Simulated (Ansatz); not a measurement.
HPbBrO:
```
HPbBrO
1.0
    7.40396     0.00000     0.00000
    0.00000     4.09267     0.00000
    0.00000     0.00000    10.01052
H Pb Br O
4 4 4 4
Direct
  0.30011   0.25000   0.61666
  0.69989   0.75000   0.38334
  0.19989   0.75000   0.11666
  0.80011   0.25000   0.88334
  0.19653   0.25000   0.91711
  0.80347   0.75000   0.08289
  0.30347   0.75000   0.41711
  0.69653   0.25000   0.58289
  0.05594   0.75000   0.68073
  0.94406   0.25000   0.31927
  0.44406   0.25000   0.18073
  0.55594   0.75000   0.81927
  0.37853   0.25000   0.53945
  0.62147   0.75000   0.46055
  0.12147   0.75000   0.03945
  0.87853   0.25000   0.96055
```

Relaxed with r²SCAN+D4. Special points in fractions of this cell's reciprocal vectors: Γ (0.000, 0.000, 0.000); X (0.500, 0.000, 0.000); S (0.500, 0.500, 0.000); Y (0.000, 0.500, 0.000); Z (0.000, 0.000, 0.500); U (0.500, 0.000, 0.500); R (0.500, 0.500, 0.500); T (0.000, 0.500, 0.500).

Q: List the band energies nearest the valence-band maximum at these points for plane-wave PAW r²SCAN+D4 (Ansatz code).

A: In eV from the valence-band maximum; about four levels below and three above (degenerate sets whole), none deeper than 8.9 eV; points with the same levels are listed once.

```tsv
k	below	above
Γ	-0.57 -0.39 -0.33 -0.01	3.78 4.40 4.49
X	-0.67 -0.67 -0.26 -0.26	3.72 3.72 4.68 4.68
S	-0.78 -0.78 -0.78 -0.78	4.69 4.69 4.69 4.69
Y	-0.65 -0.65 -0.13 -0.13	4.58 4.58 4.71 4.71
Z	-0.61 -0.61 -0.14 -0.14	3.93 3.93 4.65 4.65
U	-0.51 -0.51 -0.32 -0.32	3.72 3.72 4.13 4.13
R	-0.63 -0.63 -0.63 -0.63	4.56 4.56 4.56 4.56
T	-0.65 -0.65 -0.28 -0.28	4.13 4.13 4.39 4.39
```

Space group Pnma. The workflow started from a Materials Project entry (that database holds measured and hypothetical structures alike); the Crystallography Open Database copy checked does not list it. Whether it is the stable phase at ambient conditions was not checked. The cell was relaxed with r²SCAN+D4 under the symmetry of its start; of distortions, only those at the zone centre were tested. Spin–orbit coupling is left out wherever it is not named.

Potentials: the later of the program's two PAW sets.
